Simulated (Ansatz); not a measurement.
Sr:
```xyz
1
Lattice="-2.3349 2.3349 2.3349 2.3349 -2.3349 2.3349 2.3349 2.3349 -2.3349" Properties=species:S:1:pos:R:3 pbc="T T T"
Sr     0.0000     0.0000     0.0000
```

Relaxed with PBEsol. Special points in fractions of this cell's reciprocal vectors: Γ (0.000, 0.000, 0.000); H (0.500, -0.500, 0.500); N (0.000, 0.000, 0.500); P (0.250, 0.250, 0.250).

**Question.** List the band energies nearest the Fermi level at these points for PBEsol in the plane-wave PAW code Ansatz.

**Answer.** In eV from the Fermi level; about four levels below and three above (degenerate sets whole), none deeper than 8.9 eV; points with the same levels are listed once.

| k | below | above |
|---|---|---|
| Γ | -3.76 | 2.46 2.46 2.46 |
| H | -0.23 -0.23 | 3.90 3.90 3.90 |
| N | -1.06 | 0.35 1.21 3.73 |
| P | – | 0.37 0.37 0.37 |

Space group Im-3m (bcc (W type)). This is a known high-temperature phase of the composition, computed here at zero pressure and temperature. The PBEsol relaxation kept the symmetry of its start; whether a distortion lowers the energy is not shown. Spin–orbit coupling is left out wherever it is not named.

Potentials: the earlier of the program's two PAW sets. The files were generated under PBE; for other functionals the program regenerates the frozen cores, and for LDA and PBEsol the local potential too.
